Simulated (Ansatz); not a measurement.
BaZrO₃ (cubic perovskite, space group No. 221) under volume change, LDA in the plane-wave PAW code Ansatz, scaled uniformly.

| V (Å³/atom) | E − E(relaxed) (meV/atom) | P (GPa) |
|---|---|---|
| 12.983 | 74.9 | 20.34 |
| 13.411 | 31.4 | 12.43 |
| 13.839 | 7.4 | 5.71 |
| 14.267 | 0.0 | -0.01 |
| 14.696 | (withheld) | (withheld) |
| 15.124 | 25.3 | -8.98 |
| 15.552 | (withheld) | (withheld) |

Complete the blanks.


- 14.696, E − E(relaxed) (meV/atom): 6.7
- 14.696, P (GPa): -4.86
- 15.552, E − E(relaxed) (meV/atom): 54.1
- 15.552, P (GPa): -12.49

What does a third-order Birch–Murnaghan fit give for V₀, B₀ and B′?

V₀ = 14.27 Å³/atom, B₀ = 175 GPa, B′ = 4.4.

Space group Pm-3m (cubic perovskite). The LDA relaxation kept the symmetry of its start. At this level the phase is dynamically unstable (imaginary phonons). The run is not spin-polarised. Scalar-relativistic: spin–orbit coupling is off unless named, which matters more the heavier the elements.

Potentials: the later of the program's two PAW sets.
